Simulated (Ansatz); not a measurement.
Ansatz (an electronic-structure program) input:

Ansatz 0.2 input:
```yaml
crystal:
  lattice:
    - [-1.6066991582, 1.6066991582, 1.6066991582]
    - [1.6066991582, -1.6066991582, 1.6066991582]
    - [1.6066991582, 1.6066991582, -1.6066991582]
  atoms:
    - { symbol: Al, position: [0.0, 0.0, 0.0] }
kpoints:
  mp_grid: { grid: [37, 37, 37] }
hamiltonian:
  xc: pbesol
  pseudopotentials: { kind: paw }
scf:
  occupations: { method: fermi_dirac, width: 0.1 }
elastic: { mode: relaxed_ion, stencil: two_point, amplitude: 0.005, f_tol: 0.0005 }
```

Output (shortened):

```
Pseudopotential: Al, paw, valence charge 3
Functional definition: PBEsol
Crystal: 1 atoms, lattice volume = 16.591 Å³
Basis set: ecut = 420 eV, 321 PW (Γ), exchange–correlation on 40×40×40 points (8 copies of the dense FFT grid, shifted against one another)
Bands: 6, of which v1, the nominal top of the filled ones, is band 2 counted from 1 (1 counted from 0)
Symmetry: 48 space group operations
Space group: Im-3m (ITA 229), of the structure as read, at distance tolerance 2.6e-5 Å
k-points: 1330 of 50653
SCF iter   1: F=—  HF=-524.457405 eV  |F-HF|=—  |Δ(HF+E_count)|=         —  Δρ=4.88e-4  dr2=2.03e-5  ethr=1.77e-3  ⟨swp⟩=4.7  Hψ=69794  notcnv=0
preconditioner: auto → none
SCF iter   2: F=—  HF=-524.457410 eV  |F-HF|=—  |Δ(HF+E_count)|=   4.71e-6  Δρ=2.38e-4  dr2=4.28e-6  ethr=6.78e-7  ⟨swp⟩=1.9  Hψ=20247  notcnv=0
SCF iter   3: F=—  HF=-524.457409 eV  |F-HF|=—  |Δ(HF+E_count)|=   6.66e-7  Δρ=1.52e-5  dr2=2.73e-8  ethr=1.43e-7  ⟨swp⟩=2.2  Hψ=9742  notcnv=0
SCF iter   4: F=—  HF=-524.457409 eV  |F-HF|=—  |Δ(HF+E_count)|=   3.70e-9  Δρ=1.76e-6  dr2=3.60e-10  ethr=9.09e-10  ⟨swp⟩=1.4  Hψ=8246  notcnv=0
SCF iter   5: F=—  HF=-524.457409 eV  |F-HF|=—  |Δ(HF+E_count)|=  1.85e-10  Δρ=2.82e-7  dr2=1.27e-11  ethr=1.20e-11  ⟨swp⟩=2.0  Hψ=9886  notcnv=0
SCF iter   6: F=-524.457409 eV  HF=-524.457409 eV  |F-HF|=1.14e-13  |Δ(HF+E_count)|=  1.32e-11  Δρ=1.35e-8  dr2=2.81e-14  ethr=1.00e-12  ⟨swp⟩=2.9  Hψ=27687  notcnv=0
SCF 1 converged in 6 iterations: F = -524.457409 eV  dr2 = 2.81e-14
Crystal: 1 atoms, lattice volume = 16.508 Å³
Symmetry: 16 space group operations
k-points: 3610 of 50653
iter 1 solved again at ethr=1.74e-7 eV; its pass at ethr=3.10e-3 eV (dr2=5.22e-6 eV) is discarded
SCF iter   1: F=—  HF=-524.457373 eV  |F-HF|=—  |Δ(HF+E_count)|=         —  Δρ=1.87e-4  dr2=5.53e-6  ethr=1.74e-7  ⟨swp⟩=2.1  Hψ=210448  notcnv=0  defer=27
preconditioner: auto → none
SCF iter   2: F=—  HF=-524.457379 eV  |F-HF|=—  |Δ(HF+E_count)|=   5.83e-6  Δρ=8.89e-5  dr2=1.20e-6  ethr=1.74e-7  ⟨swp⟩=1.0  Hψ=20944  notcnv=0  defer=27
SCF iter   3: F=—  HF=-524.457378 eV  |F-HF|=—  |Δ(HF+E_count)|=   8.78e-7  Δρ=2.66e-6  dr2=7.72e-10  ethr=4.01e-8  ⟨swp⟩=1.0  Hψ=20944  notcnv=0  defer=27
SCF iter   4: F=—  HF=-524.457378 eV  |F-HF|=—  |Δ(HF+E_count)|=   3.31e-9  Δρ=1.68e-7  dr2=2.46e-12  ethr=2.57e-11  ⟨swp⟩=2.1  Hψ=26391  notcnv=0  defer=27
SCF iter   5: F=-524.457378 eV  HF=-524.457378 eV  |F-HF|=5.68e-13  |Δ(HF+E_count)|=  6.82e-13  Δρ=1.32e-8  dr2=1.83e-14  ethr=1.00e-12  ⟨swp⟩=4.0  Hψ=48478  notcnv=0
SCF 2 converged in 5 iterations: F = -524.457378 eV  dr2 = 1.83e-14
Crystal: 1 atoms, lattice volume = 16.674 Å³
iter 1 solved again at ethr=1.30e-10 eV; its pass at ethr=3.10e-3 eV (dr2=3.90e-9 eV) is discarded
SCF iter   1: F=—  HF=-524.457302 eV  |F-HF|=—  |Δ(HF+E_count)|=         —  Δρ=4.93e-6  dr2=3.90e-9  ethr=1.30e-10  ⟨swp⟩=2.0  Hψ=212216  notcnv=0  defer=23
preconditioner: auto → none
SCF iter   2: F=—  HF=-524.457312 eV  |F-HF|=—  |Δ(HF+E_count)|=   1.00e-5  Δρ=2.19e-6  dr2=7.15e-10  ethr=1.30e-10  ⟨swp⟩=2.0  Hψ=26425  notcnv=0  defer=23
SCF iter   3: F=—  HF=-524.457312 eV  |F-HF|=—  |Δ(HF+E_count)|=  5.34e-10  Δρ=1.21e-7  dr2=1.02e-12  ethr=2.38e-11  ⟨swp⟩=1.0  Hψ=20946  notcnv=0  defer=23
SCF iter   4: F=-524.457312 eV  HF=-524.457312 eV  |F-HF|=0.00e0  |Δ(HF+E_count)|=  1.36e-12  Δρ=3.72e-8  dr2=9.48e-14  ethr=1.00e-12  ⟨swp⟩=4.0  Hψ=48462  notcnv=0
SCF 3 converged in 4 iterations: F = -524.457312 eV  dr2 = 9.48e-14
Crystal: 1 atoms, lattice volume = 16.591 Å³
Symmetry: 8 space group operations
k-points: 6859 of 50653
iter 1 solved again at ethr=4.89e-7 eV; its pass at ethr=3.10e-3 eV (dr2=1.47e-5 eV) is discarded
SCF iter   1: F=—  HF=-524.457347 eV  |F-HF|=—  |Δ(HF+E_count)|=         —  Δρ=2.72e-4  dr2=1.43e-5  ethr=4.89e-7  ⟨swp⟩=1.1  Hψ=390283  notcnv=0  defer=38
preconditioner: auto → none
SCF iter   2: F=—  HF=-524.457352 eV  |F-HF|=—  |Δ(HF+E_count)|=   5.56e-6  Δρ=1.07e-4  dr2=2.22e-6  ethr=4.75e-7  ⟨swp⟩=1.0  Hψ=39810  notcnv=0  defer=38
SCF iter   3: F=—  HF=-524.457351 eV  |F-HF|=—  |Δ(HF+E_count)|=   6.56e-7  Δρ=1.63e-6  dr2=1.57e-10  ethr=7.39e-8  ⟨swp⟩=1.1  Hψ=40234  notcnv=0  defer=38
SCF iter   4: F=—  HF=-524.457351 eV  |F-HF|=—  |Δ(HF+E_count)|=   7.59e-9  Δρ=4.61e-7  dr2=2.54e-11  ethr=5.25e-12  ⟨swp⟩=2.0  Hψ=51614  notcnv=0  defer=38
SCF iter   5: F=—  HF=-524.457351 eV  |F-HF|=—  |Δ(HF+E_count)|=  2.16e-12  Δρ=7.48e-8  dr2=1.03e-12  ethr=8.48e-13 (applied; sched 1.00e-12)  ⟨swp⟩=1.6  Hψ=45428  notcnv=0  defer=44
SCF iter   6: F=-524.457351 eV  HF=-524.457351 eV  |F-HF|=2.27e-13  |Δ(HF+E_count)|=  6.82e-13  Δρ=9.98e-9  dr2=1.68e-14  ethr=1.00e-12  ⟨swp⟩=3.6  Hψ=87309  notcnv=0
SCF 4 converged in 6 iterations: F = -524.457351 eV  dr2 = 1.68e-14
Crystal: 1 atoms, lattice volume = 16.591 Å³
iter 1 solved again at ethr=2.30e-11 eV; its pass at ethr=3.10e-3 eV (dr2=6.89e-10 eV) is discarded
SCF iter   1: F=—  HF=-524.457342 eV  |F-HF|=—  |Δ(HF+E_count)|=         —  Δρ=2.11e-6  dr2=6.59e-10  ethr=2.30e-11  ⟨swp⟩=2.0  Hψ=399991  notcnv=0  defer=52
preconditioner: auto → none
SCF iter   2: F=—  HF=-524.457351 eV  |F-HF|=—  |Δ(HF+E_count)|=   9.37e-6  Δρ=1.01e-6  dr2=1.36e-10  ethr=2.20e-11  ⟨swp⟩=2.0  Hψ=50756  notcnv=0  defer=52
SCF iter   3: F=—  HF=-524.457351 eV  |F-HF|=—  |Δ(HF+E_count)|=  1.07e-10  Δρ=1.14e-7  dr2=1.21e-12  ethr=4.54e-12  ⟨swp⟩=1.4  Hψ=44051  notcnv=0  defer=52
SCF iter   4: F=—  HF=-524.457351 eV  |F-HF|=—  |Δ(HF+E_count)|=  1.14e-13  Δρ=4.65e-8  dr2=1.88e-13  ethr=1.00e-12  ⟨swp⟩=3.8  Hψ=87919  notcnv=0
SCF iter   5: F=-524.457351 eV  HF=-524.457351 eV  |F-HF|=0.00e0  |Δ(HF+E_count)|=    0.00e0  Δρ=6.03e-10  dr2=4.49e-17  ethr=1.00e-12  ⟨swp⟩=3.0  Hψ=81586  notcnv=0
SCF 5 converged in 5 iterations: F = -524.457351 eV  dr2 = 4.49e-17
SCF converged after 6 iterations
Free energy (F): -524.457409 eV
Harris-Foulkes:  -524.457409 eV  (|F-HF|=1.14e-13)
Internal energy: -524.443683 eV  (E = F + TS)
E sigma→0 (E₀):  -524.450546 eV
Entropy (-TS):   -0.013727 eV (-13.727 meV/atom)
Fermi energy:    7.821802 eV
--- Per-component energies (eV) ---
  E_band       = 10.346482
  E_kinetic    = 22.678498
  E_local      = 9.700238  (includes V_loc(G=0)·N_el)
  E_nonlocal   = 10.538850
  E_hartree    = 0.064289
  E_xc         = -39.357494
  E_vxc        = -29.085180  (∫ρ·V_xc dr)
  E_paw        = -454.701800  (= ΣΔE_a)
  E_vpaw       = -3.614500  (= ΣTr[D̂ρ^β])
  E_aug_tail   = -0.000002  (compensation charges beyond the density's cutoff)
  E_ewald      = -73.385400
  E_core_change = 0.019139  (= ΣΔE_core)
  E_smearing   = -0.013727  (= −TS)
  E_closure    = 0.000000  (closes the sum)
  Σ components = -524.457409   (vs F -524.457409, Δ=0.00e0)
  [band-id]    e_kinetic+e_local+e_nonlocal+2·e_hartree+e_vxc+e_vpaw+e_augmentation_tail = 10.346481   (vs E_band 10.346482, Δ=-1.51e-7)
--- Forces (eV/Å), atoms counted from 1 ---
  atom   1  Al     0.00000000     0.00000000     0.00000000
  max |Σ_I F_I| component: 0.0 eV/Å
--- Stress (GPa, compression-positive) ---
       -0.065984       0.000000       0.000000
        0.000000      -0.065984       0.000000
        0.000000       0.000000      -0.065984
  P = ⅓ Tr σ = -0.0660 GPa (-0.660 kbar)
--- Band table (eV; the first three rows and the last of 1330) ---
  k-point 0: bands = ["-3.2539", "20.9367", "20.9367", "20.9367", "22.4085", "22.4085"]
  k-point 1: bands = ["-3.2329", "20.6131", "20.7256", "20.8458", "22.3119", "22.5663"]
  k-point 2: bands = ["-3.1701", "19.8589", "20.2944", "20.5972", "22.0524", "22.8586"]
  k-point 1329: bands = ["9.4006", "9.6939", "9.6939", "10.8107", "11.0539", "13.4008"]
--- Elastic constants: 2 strain directions × 2 members + reference (group order 48) ---
  dense FFT box of the reference and of every strained cell: 20×20×20
  strains applied: 11, 23; error gains: componentwise 1.00 (the most a stress slope's error grows in a printed constant), spectral 1.73 (1 for all six strains …
  C = ∂σ_k/∂η_j (tension-positive GPa; Voigt order 11 22 33 23 13 12):
        50.157     84.126     84.126      0.000      0.000      0.000
        84.126     50.157     84.126      0.000      0.000      0.000
        84.126     84.126     50.157      0.000      0.000      0.000
         0.000      0.000      0.000     45.190      0.000      0.000
         0.000      0.000      0.000      0.000     45.190      0.000
         0.000      0.000      0.000      0.000      0.000     45.190
  reference stress σ⁰ (GPa):      0.066      0.066      0.066      0.000      0.000      0.000
  C* (energy form; C + prestress term) asymmetry max|C*_kj − C*_jk| = 1.390e-15 GPa — a small one proves nothing (zero by symmetry where the batch's group is …
  moduli (Voigt/Reuss/Hill, GPa): K = 72.80/72.80/72.80   G = 20.32/-97.34/-38.51   E = -140.26   ν = 0.821
  mechanically stable: NO (min eigenvalue of sym C = -33.97 GPa)
  where every solve meets its electron count the energy-path curvature estimates C_jj along a normal strain and C_jj − ¼(σ⁰_aa + σ⁰_bb) along a shear (ab), of …
  strain η (Voigt 11):  stress-route row diagonal C_11 = 50.16 GPa, energy-path curvature d²(F+E_count+ΔE)/dδ²/Ω₀ = 50.20 GPa
         δ    σ_11 (GPa)             F (eV)   n_scf  n_hpsi   n_pw
    -5.000e-3      -0.1883        -524.4573781       5  370491    335   relax 0 steps, max|allowed force component| 0.00e0 eV/Å
     5.000e-3       0.3133        -524.4573117       4  351369    339   relax 0 steps, max|allowed force component| 0.00e0 eV/Å
  strain η (Voigt 23):  stress-route row diagonal C_44 = 45.19 GPa, energy-path curvature d²(F+E_count+ΔE)/dδ²/Ω₀ = 45.18 GPa
         δ    σ_23 (GPa)             F (eV)   n_scf  n_hpsi   n_pw
    -5.000e-3      -0.2260        -524.4573514       6  736966    339   relax 0 steps, max|allowed force component| 0.00e0 eV/Å
     5.000e-3       0.2260        -524.4573514       5  746587    339   relax 0 steps, max|allowed force component| 0.00e0 eV/Å
```

Cost: very roughly 2.5 core-minutes on shared cores.

The workflow started from a Materials Project entry (that database holds measured and hypothetical structures alike); the Crystallography Open Database copy checked does not list it. It is not the phase usual at ambient conditions (space group No. 225). The cell was relaxed with PBEsol under the symmetry of its start. At this level the phase is mechanically unstable. As this level gives no gap, shear constants depend on the k-mesh and smearing (Fermi–Dirac, 0.1 eV here).

Potentials: the later of the program's two PAW sets.

Ansatz is a plane-wave DFT program.
